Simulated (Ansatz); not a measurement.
SiO$_{2}$:
```
SiO2
1.0
    4.92059     0.00000     0.00000
   -2.46030     4.26136     0.00000
    0.00000     0.00000     5.41657
Si O
3 6
Direct
  0.53106   0.53106   0.00000
  0.46894   0.00000   0.33333
  0.00000   0.46894   0.66667
  0.26907   0.41313   0.78454
  0.58687   0.85593   0.11788
  0.14407   0.73093   0.45121
  0.41313   0.26907   0.21546
  0.85593   0.58687   0.88212
  0.73093   0.14407   0.54879
```

Relaxed with r²SCAN.

Give the Bader charges and basin volumes of the independent atoms, the program Ansatz at the r²SCAN level (PAW).



```csv
atom,Bader charge (e),Bader volume (Å³)
Si1,+3.37,2.7
O4,-1.68,17.6
```

Space group P3_121. The r²SCAN relaxation kept the symmetry of its start.

Potentials: the earlier of the program's two PAW sets. The files were generated under PBE; for other functionals the program regenerates the frozen cores, and for LDA and PBEsol the local potential too.
